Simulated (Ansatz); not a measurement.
AlSiGeN:
Space group R3m, hexagonal axes (No. 160); a = b = 3.5529 Å, c = 18.2110 Å, α = β = 90.00°, γ = 120.00°

| atom | site | symmetry | x | y | z |
|---|---|---|---|---|---|
| Al | 3a | 3m | 0.0000 | 0.0000 | 0.0203 |
| N | 3a | 3m | 0.0000 | 0.0000 | 0.1238 |
| Ge | 3a | 3m | 0.0000 | 0.0000 | 0.4873 |
| Si | 3a | 3m | 0.0000 | 0.0000 | 0.6186 |
(The calculation used a cell of 4 atoms; values per cell refer to that cell.)

Relaxed at zero pressure with DFT-r²SCAN in the program Ansatz with PAW potentials.

The volume is lowered by 6 % and shape and atoms relax at that volume. What pressure results, and how do the axes share the change?

5.4 GPa; a -2.8 %, b -2.8 %, c -0.6 %; the energy rises by 16 meV/atom.

Give the new structure.


Space group R3m, hexagonal axes (No. 160); a = b = 3.4550 Å, c = 18.1024 Å, α = β = 90.00°, γ = 120.00°

```json
[
 {"atom": "Al", "site": "3a", "symmetry": "3m", "x": "0.0000", "y": "0.0000", "z": "0.0211"},
 {"atom": "N", "site": "3a", "symmetry": "3m", "x": "0.0000", "y": "0.0000", "z": "0.1244"},
 {"atom": "Ge", "site": "3a", "symmetry": "3m", "x": "0.0000", "y": "0.0000", "z": "0.4873"},
 {"atom": "Si", "site": "3a", "symmetry": "3m", "x": "0.0000", "y": "0.0000", "z": "0.6172"}
]
```

The phase is kept; no other phase was compared at this pressure.

The start of the workflow was typed in or built on a structure type; neither database checked (COD, Materials Project) lists it. Whether it is the stable phase at ambient conditions was not checked. Symmetry was held in the r²SCAN relaxation; whether a distortion lowers the energy is not shown. Its formation energy is positive at this level, so the cell may be metastable or incomplete.

Potentials: the earlier of the program's two PAW sets.
